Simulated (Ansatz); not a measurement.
Total density of states per atom from plane-wave PAW r²SCAN (Ansatz code), in 0.25 eV bins, energy from the valence-band maximum:

(E (eV), states/eV/atom): (-4.80, 0.00); (-4.55, 0.07); (-4.30, 0.21); (-4.05, 0.41); (-3.80, 0.96); (-3.55, 1.09); (-3.30, 0.48); (-3.05, 0.20); (-2.80, 0.34); (-2.55, 0.42); (-2.30, 0.46); (-2.05, 0.49); (-1.80, 0.53); (-1.55, 0.78); (-1.30, 1.25); (-1.05, 1.35); (-0.80, 1.44); (-0.55, 0.89); (-0.30, 0.47); (-0.05, 0.13); (0.20, 0.00); (0.45, 0.00); (0.70, 0.00); (0.95, 0.00); (1.20, 0.00); (1.45, 0.00); (1.70, 0.00); (1.95, 0.00); (2.20, 0.00); (2.45, 0.00); (2.70, 0.00); (2.95, 0.00); (3.20, 0.00); (3.45, 0.00); (3.70, 0.00); (3.95, 0.00); (4.20, 0.00); (4.45, 0.00); (4.70, 0.00); (4.95, 0.00); (5.20, 0.00); (5.45, 0.00); (5.70, 0.00); (5.95, 0.01); (6.20, 0.01); (6.45, 0.02); (6.70, 0.02); (6.95, 0.03); (7.20, 0.03); (7.45, 0.04); (7.70, 0.05); (7.95, 0.06); (8.20, 0.07); (8.45, 0.09); (8.70, 0.12); (8.95, 0.19); (9.20, 0.21); (9.45, 0.22); (9.70, 0.22); (9.95, 0.23); (10.20, 0.27); (10.45, 0.34)

Task: Which of these materials gives this?
(A) Na, bcc (W type)
(B) Te, trigonal Se type
(C) MgO, rock salt
(D) Ru, hcp (Mg type)

Result: C, MgO, rock salt. Top 1 eV of the valence band: O 2p 98 %. Bottom 1 eV of the conduction band: Mg 3s 57 %, O 2s 35 %, O 2p 7 %. Projections are on Löwdin-orthogonalised atomic valence shells; empty p or d shells of many metals are not among them.

Space group Fm-3m (rock salt). The r²SCAN relaxation kept the symmetry of its start; phonons on a q-mesh show no instability.

Potentials: the later of the program's two PAW sets.
